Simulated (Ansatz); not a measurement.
Relaxation of a generated cell, SrTiO3 placed in the AFLOW prototype ABC3_hR10_167_a_b_e (as in LiNbO3); 10 atoms in the cell, which starts as R-3c, hexagonal axes (No. 167), hR10; a = 5.5028 Å, b = 5.5028 Å, c = 14.4195 Å, α = 90.00°, β = 90.00°, γ = 120.00°. Method: PBEsol (plane waves to 420 eV, PAW, scalar-relativistic; Ansatz, a quantum-chemistry and plane-wave program). Γ-centred k-mesh 5×5×5 on the run's cell (coarser than for final values), Fermi–Dirac smearing 0.05 eV. This is the first round of the run. 

The optimiser's lines from the output (shortened; P is positive under compression):

```
relax step   1: F+E_penalty+E_count = -15310.80714990 eV  Δ(F+E_penalty+E_count) = +0.000e0 eV  max|allowed force component| = 3.416e0 eV/Å  Δτ_max = 0.0000 Å  P = -4.533 GPa  Ω = 126.046 Å³  (7 SCF iters, dr2 threshold 1.00e-7 eV, accepted)
relax step   2: F+E_penalty+E_count = -15313.45991145 eV  Δ(F+E_penalty+E_count) = -2.653e0 eV  max|allowed force component| = 1.460e0 eV/Å  Δτ_max = 0.1369 Å  P = -5.187 GPa  Ω = 121.620 Å³  (6 SCF iters, dr2 threshold 1.00e-6 eV, accepted)
relax step   3: F+E_penalty+E_count = -15314.27976506 eV  Δ(F+E_penalty+E_count) = -8.199e-1 eV  max|allowed force component| = 4.832e-1 eV/Å  Δτ_max = 0.1335 Å  P = +6.040 GPa  Ω = 113.907 Å³  (6 SCF iters, dr2 threshold 1.00e-6 eV, accepted)
relax step   4: F+E_penalty+E_count = -15314.49999057 eV  Δ(F+E_penalty+E_count) = -2.202e-1 eV  max|allowed force component| = 1.607e-2 eV/Å  Δτ_max = 0.2000 Å  P = -1.542 GPa  Ω = 118.796 Å³  (6 SCF iters, dr2 threshold 1.00e-6 eV, accepted)
relax step   5: F+E_penalty+E_count = -15314.51315472 eV  Δ(F+E_penalty+E_count) = -1.316e-2 eV  max|allowed force component| = 1.119e-2 eV/Å  Δτ_max = 0.0037 Å  P = -0.365 GPa  Ω = 118.062 Å³  (6 SCF iters, dr2 threshold 1.00e-6 eV, accepted)
relax step   6: F+E_penalty+E_count = -15314.51505756 eV  Δ(F+E_penalty+E_count) = -1.903e-3 eV  max|allowed force component| = 9.728e-3 eV/Å  Δτ_max = 0.0063 Å  P = +0.098 GPa  Ω = 117.754 Å³  (6 SCF iters, dr2 threshold 5.92e-7 eV, accepted)
relax step   7: F+E_penalty+E_count = -15314.51538354 eV  Δ(F+E_penalty+E_count) = -3.260e-4 eV  max|allowed force component| = 7.861e-4 eV/Å  Δτ_max = 0.0150 Å  P = -0.012 GPa  Ω = 117.782 Å³  (6 SCF iters, dr2 threshold 3.42e-8 eV, accepted)
relax step   8: F+E_penalty+E_count = -15314.51540675 eV  Δ(F+E_penalty+E_count) = -2.321e-5 eV  max|allowed force component| = 7.312e-5 eV/Å  Δτ_max = 0.0010 Å  P = +0.001 GPa  Ω = 117.777 Å³  (6 SCF iters, dr2 threshold 1.90e-9 eV, accepted)
relax step   9: F+E_penalty+E_count = -15314.49828567 eV  Δ(F+E_penalty+E_count) = +1.712e-2 eV  max|allowed force component| = 2.292e-4 eV/Å  Δτ_max = 0.0000 Å  P = -0.265 GPa  Ω = 117.777 Å³  stress off target by 4.50e-1 GPa  SCF on the basis re-selected at this cell (its energy is not comparable with the rows above)  (6 SCF iters)
relax step  10: F+E_penalty+E_count = -15314.49920951 eV  Δ(F+E_penalty+E_count) = -9.238e-4 eV  max|allowed force component| = 1.474e-4 eV/Å  Δτ_max = 0.0022 Å  P = +0.003 GPa  Ω = 117.603 Å³  (6 SCF iters, dr2 threshold 5.06e-7 eV, accepted)
relax step  11: F+E_penalty+E_count = -15314.49860699 eV  Δ(F+E_penalty+E_count) = +6.025e-4 eV  max|allowed force component| = 1.504e-4 eV/Å  Δτ_max = 0.0000 Å  P = -0.004 GPa  Ω = 117.603 Å³  stress off target by 7.99e-3 GPa  SCF on the basis re-selected at this cell (its energy is not comparable with the rows above)  (9 SCF iters)
```

From the first to the last row the energy changes by -0.37 eV/atom and the volume by -6.7 %. The last row is marked as not comparable with the walk above it, whose basis was carried along; it does compare with step 1, since both stand on a basis selected at the nominal cutoff for their own cell.

Later rounds, restarted from the end of this one on a renewed k-mesh, logged 2 more steps and released under 1 meV/atom more. The final structure after all rounds: R-3c, hexagonal axes (No. 167), hR10, AFLOW prototype ABC3_hR10_167_a_b_e (as in LiNbO3); a = 5.505 Å, b = 5.505 Å, c = 13.444 Å, α = 90.00°, β = 90.00°, γ = 120.00°. Between re-selections the logged energies stand on a plane-wave basis carried along with the cell. No spin polarisation in the result.

The run could not lose the symmetry of its start: the end is stationary, and may be a saddle point rather than a minimum.

The relaxed structure here is a generated cell of SrTiO3: the first start was made by placing the elements on the sites of a structure type, and the end was not matched to a known phase here, so it may be hypothetical. Known forms of SrTiO3 include space group No. 221.
